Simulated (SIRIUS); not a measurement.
Input and output of a self-consistent single point for MoSeS (P-3m1, 6 atoms in the cell; from Materials Project mp-1221404, changed as shown) (SIRIUS).

Computed with PBEsol, GBRV PBEsol ultrasoft pseudopotentials (plane waves; SIRIUS).

The change in words: volume scaled by 1.04. Reference geometry (P-3m1):
```yaml
crystal:
  lattice:
    - [3.25251, 0.00000, 0.00000]
    - [-1.62626, 2.81676, 0.00000]
    - [0.00000, 0.00000, 13.61727]
  atoms:
    - { symbol: Mo, position: [0.00000, 0.00000, 0.25915] }
    - { symbol: Mo, position: [0.00000, 0.00000, 0.74085] }
    - { symbol: Se, position: [0.66667, 0.33333, 0.86489] }
    - { symbol: Se, position: [0.33333, 0.66667, 0.13511] }
    - { symbol: S, position: [0.33333, 0.66667, 0.37059] }
    - { symbol: S, position: [0.66667, 0.33333, 0.62941] }
```

Reference input (self-consistent single point, DFT, PBEsol, plane waves, GBRV PBEsol ultrasoft pseudopotentials): parameters.ngridk = 6 6 2; parameters.xc_functionals = [XC_GGA_X_PBE_SOL, XC_GGA_C_PBE_SOL]; parameters.gk_cutoff = 6.325 1/bohr; parameters.pw_cutoff = 14.143 1/bohr; parameters.smearing = gaussian; parameters.smearing_width = 0.000734986 Ha; potentials = GBRV PBEsol ultrasoft pseudopotentials; parameters.electronic_structure_method = pseudopotential; parameters.num_bands = 31; parameters.num_mag_dims = 0; parameters.num_dft_iter = 100; parameters.energy_tol = 1e-07 Ha. This run's input differs from it in these lines:

```diff
@@ -32,5 +32,5 @@
     "lattice_vectors": [
-      [6.1463531176, 0.0, 0.0],
-      [-3.0731765588, 5.3228973999, 0.0],
-      [0.0, 0.0, 25.7329108651]
+      [6.2272333957, 0.0, 0.0],
+      [-3.1136166979, 5.3929419884, 0.0],
+      [0.0, 0.0, 26.0715308894]
     ],
```

Output, abridged:

```
[find] density tolerance         : 1e-06
[find] total energy tolerance    : 1e-07
[find] iter_solver_tol (initial) : 0.01
[find] iter_solver_tol (target)  : 1e-13
[find] num_dft_iter              : 100
Charges and magnetic moments
--------------------------------------------------------------------------------
total charge          : 52.000000
[find] | SCF iteration   0 out of 100|
[diagonalize] iterative solver tolerance (occupied, empty): 0.01 0.01
[diagonalize] average number of iterations: 1.78571
[find] Charges and magnetic moments
[find] total charge          : 52.000000
[find] Energy
   [... lines left out ...]

[find] Charges and magnetic moments
[find] total charge          : 52.000000
[find] Energy
[find] smearing (-TS)                 :      -0.00000000
[find] Total energy                   :    -206.83017309 (Ha),    -413.66034619 (Ry)
[find] Free energy (E-TS)             :    -206.83017309 (Ha),    -413.66034619 (Ry)
[find] band gap (eV)                  :       0.99604857
[find] Efermi                         :       0.33591749
[find] iteration : 31, RMS (target) : 8.1049e-07 (1.0000e-06) , energy difference (target) : -8.4782e-11 (1.0000e-07)
[find] bands are converged : true
[find] iterative solver converged : false
[find] converged after 32 SCF iterations!
[find] Charges and magnetic moments
[find] total charge          : 52.000000
[find] Energy
[find] smearing (-TS)                 :      -0.00000000
[find] Total energy                   :    -206.83017309 (Ha),    -413.66034619 (Ry)
[find] Free energy (E-TS)             :    -206.83017309 (Ha),    -413.66034619 (Ry)
[find] band gap (eV)                  :       0.99604857
[find] Efermi                         :       0.33591749
[ground_state] === stress tensor components [kbar] ===
[ground_state] === stress_total ===
[ground_state]    79.731649    0.000000   -0.000000
[ground_state]     0.000000   79.731659    0.000000
[ground_state]    -0.000000    0.000000   63.503230
[ground_state] ==== total Forces in Ha/bohr =====
[ground_state] atom:    0, force:       0.0000000      0.0000000      0.0004132
[ground_state] atom:    1, force:      -0.0000000     -0.0000000     -0.0004132
[ground_state] atom:    2, force:       0.0000000      0.0000000     -0.0140554
[ground_state] atom:    3, force:      -0.0000000     -0.0000000      0.0140554
[ground_state] atom:    4, force:      -0.0000000      0.0000000     -0.0144006
[ground_state] atom:    5, force:       0.0000000      0.0000000      0.0144006
```

The run converged in 32 iterations. SIRIUS prints the stress tensor with tension positive. Against the reference run the free energy goes up by 27.5 meV/atom, the pressure goes from -3.19 to -7.43 GPa, the largest force goes from 0.169 to 0.741 eV/Å and the gap on the mesh goes from 1.018 to 0.996 eV.

The structure comes from a collection of computed structures, made at another level of theory; the collection holds predicted forms beside known ones.

Cost on one core: around 120 core-seconds (rough).

The gap that the log prints is read on the run's mesh, which can miss the band edges or a crossing.
